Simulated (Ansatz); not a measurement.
ZnSe:
```cif
data_Se4Zn4
_chemical_formula_sum 'Zn4 Se4'
_space_group_name_H-M_alt 'F-43m'
_space_group_IT_number 216
_space_group_name_Hall 'F -4 2 3'
_cell_length_a 5.56735
_cell_length_b 5.56735
_cell_length_c 5.56735
_cell_angle_alpha 90.000
_cell_angle_beta 90.000
_cell_angle_gamma 90.000
loop_
_atom_site_label
_atom_site_type_symbol
_atom_site_symmetry_multiplicity
_atom_site_Wyckoff_symbol
_atom_site_fract_x
_atom_site_fract_y
_atom_site_fract_z
_atom_site_occupancy
Zn1 Zn 4 a 0.00000 0.00000 0.00000 1
Se1 Se 4 d 0.75000 0.75000 0.75000 1
```
(The calculation used a cell of 2 atoms; values per cell refer to that cell.)

Relaxed with LDA.

Task: Which orbitals make up the states near the band edges in LDA (plane waves, PAW; program Ansatz)?

Result: Top 1 eV of the valence band: Se 4p 91 %, Zn 3d 5 %. Bottom 1 eV of the conduction band: Zn 4s 56 %, Se 4s 23 %, Se 4p 19 %. Projections are on Löwdin-orthogonalised atomic valence shells; empty p or d shells of many metals are not among them.

Task: Tabulate the density of states.

Result: States/eV per cell of 2 atoms, in 0.25 eV bins, energy from the valence-band maximum.

```tsv
E (eV)	total	Zn 3d	Se 4p	Zn 4s
-7.85	0.00	0.00	0.00	0.00
-7.60	0.00	0.00	0.00	0.00
-7.35	0.00	0.00	0.00	0.00
-7.10	0.00	0.00	0.00	0.00
-6.85	13.11	12.01	0.95	0.12
-6.60	11.09	10.53	0.46	0.08
-6.35	14.34	14.02	0.12	0.09
-6.10	1.47	1.36	0.02	0.02
-5.85	0.00	0.00	0.00	0.00
-5.60	0.07	0.00	0.05	0.01
-5.35	0.49	0.03	0.34	0.10
-5.10	2.21	0.19	1.34	0.61
-4.85	1.55	0.19	0.89	0.38
-4.60	0.83	0.12	0.47	0.17
-4.35	0.61	0.09	0.35	0.11
-4.10	0.46	0.06	0.26	0.08
-3.85	0.37	0.05	0.21	0.06
-3.60	0.29	0.04	0.17	0.05
-3.35	0.68	0.06	0.53	0.04
-3.10	1.41	0.09	1.19	0.05
-2.85	1.21	0.07	1.01	0.05
-2.60	1.35	0.07	1.15	0.05
-2.35	1.71	0.08	1.50	0.04
-2.10	1.73	0.08	1.52	0.04
-1.85	1.70	0.08	1.50	0.03
-1.60	1.65	0.08	1.46	0.02
-1.35	1.63	0.08	1.46	0.02
-1.10	1.63	0.08	1.47	0.01
-0.85	1.11	0.06	1.00	0.01
-0.60	0.71	0.04	0.64	0.00
-0.35	0.46	0.03	0.42	0.00
-0.10	0.15	0.01	0.14	0.00
0.15	0.00	0.00	0.00	0.00
0.40	0.00	0.00	0.00	0.00
0.65	0.00	0.00	0.00	0.00
0.90	0.00	0.00	0.00	0.00
1.15	0.00	0.00	0.00	0.00
1.40	0.00	0.00	0.00	0.00
1.65	0.01	0.00	0.00	0.00
1.90	0.02	0.00	0.00	0.01
2.15	0.03	0.00	0.01	0.02
2.40	0.05	0.00	0.01	0.03
2.65	0.21	0.00	0.04	0.11
2.90	0.56	0.00	0.09	0.23
3.15	0.77	0.00	0.12	0.26
3.40	1.06	0.00	0.17	0.34
3.65	1.75	0.00	0.30	0.56
3.90	1.77	0.00	0.32	0.59
4.15	1.31	0.00	0.25	0.44
4.40	0.99	0.00	0.18	0.29
4.65	0.91	0.00	0.15	0.23
4.90	0.66	0.00	0.09	0.13
5.15	0.69	0.00	0.08	0.12
5.40	1.27	0.00	0.14	0.18
5.65	1.93	0.00	0.18	0.23
5.90	1.39	0.00	0.10	0.13
```

The cell was relaxed with LDA under the symmetry of its start. Spin–orbit coupling is left out wherever it is not named.

Potentials: the earlier of the program's two PAW sets. The files were generated under PBE; for other functionals the program regenerates the frozen cores, and for LDA and PBEsol the local potential too.
